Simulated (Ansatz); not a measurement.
Consider the following.

ZrGe₂:
```
CELL_PARAMETERS angstrom
      4.38379     0.00000     0.00000
     -2.19189     3.79647     0.00000
      0.00000     0.00000     3.48762
ATOMIC_POSITIONS crystal
  Zr 0.00000 0.00000 0.00000
  Ge 0.33333 0.66667 0.50000
  Ge 0.66667 0.33333 0.50000
```

This is the PBE-relaxed structure.

Question: All from PBE (plane waves, PAW; program Ansatz), unless another level is named. Give the electronic character.

Answer: metallic (no gap).

Question: What about the formation energy from the elements (no fitted shifts)?

Answer: -120 meV/atom.

Question: And the density of states at the Fermi level?

Answer: 0.58 states/eV per atom (mean over ±0.08 eV).

Space group P6/mmm. A made-up cell: these elements were put on the sites of a structure type; neither database checked (COD, Materials Project) lists it. COD files the formula under space group No. 63. Its standing as an ambient phase is unchecked. The PBE relaxation kept the symmetry of its start; its stability against distortions is not shown here. The run is not spin-polarised. The references are the lowest solids computed at this level, not always the standard phases. Spin–orbit coupling is left out wherever it is not named.

Potentials: the earlier of the program's two PAW sets.
